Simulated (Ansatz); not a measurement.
**antiAuCu3-structured Sr₃Pb**

The computed numbers are results of PBEsol, scalar-relativistic (no spin polarisation) in the plane-wave PAW code Ansatz at 420 eV, Γ-centred 6×6×6 mesh, 0.05 eV Gaussian smearing; PAW files: Ansatz's generated set soft_2.

```
Sr Pb
1.0
     5.32510    0.00000    0.00000
     0.00000    5.32510    0.00000
     0.00000    0.00000    5.32510
Sr Pb
3 1
Direct
  0.00000 0.50000 0.50000
  0.50000 0.50000 0.00000
  0.50000 0.00000 0.50000
  0.00000 0.00000 0.00000
```

The structure was built from a prototype; whether the compound forms in it isn't claimed.

The cell above was scaled in volume, its shape and atoms being fixed by the lattice's symmetry. Energies are counted from the cell above.

```csv
V (Å³/atom),ΔE (meV/atom),P from the stress (GPa)
36.241,4.42,0.97
36.996,1.06,0.46
37.751,0.00,0.00
38.506,1.01,-0.42
39.261,3.90,-0.80
```

Question: Do the energies and the pressures agree? Compare −ΔE/ΔV between neighbouring points (1 meV/Å³ = 0.1602 GPa) with the mean of their pressures.

Answer: 
```tsv
interval (Å³/atom)	−ΔE/ΔV (GPa)	mean P (GPa)
36.24 to 37.00	0.7	0.7
37.00 to 37.75	0.2	0.2
37.75 to 38.51	-0.2	-0.2
38.51 to 39.26	-0.6	-0.6
```
They differ by 0.00 GPa at most.

Question: What do the two routes give for V0, B0 and B0′?

Answer: A third-order Birch–Murnaghan fit of the energies: V0 = 37.75 Å³/atom, B0 = 22 GPa, B0′ = 4.0. A polynomial of P in ln V, with B = −dP/d ln V at P = 0: V0 = 37.75 Å³/atom, B0 = 22 GPa, B0′ = 3.9.

B0·V0 = 22.0 GPa × 37.75 Å³ = 5.18 eV/atom sets the scale: near the minimum ΔE ≈ ½ B0 V0 x², with x = V/V0 − 1, and a pressure of 0.22 GPa squeezes the volume by about 1 %. At the ends of the curve: x = −4.0 % predicts 4.1 meV/atom and the run gives 4.4; x = +4.0 % predicts 4.2 meV/atom and the run gives 3.9. Compression costs more and expansion less than the parabola says, since the crystal stiffens as it shrinks; B0′ measures that.

For elements this heavy, spin–orbit coupling would shift levels and gaps; it isn't included here. The run is a metal.
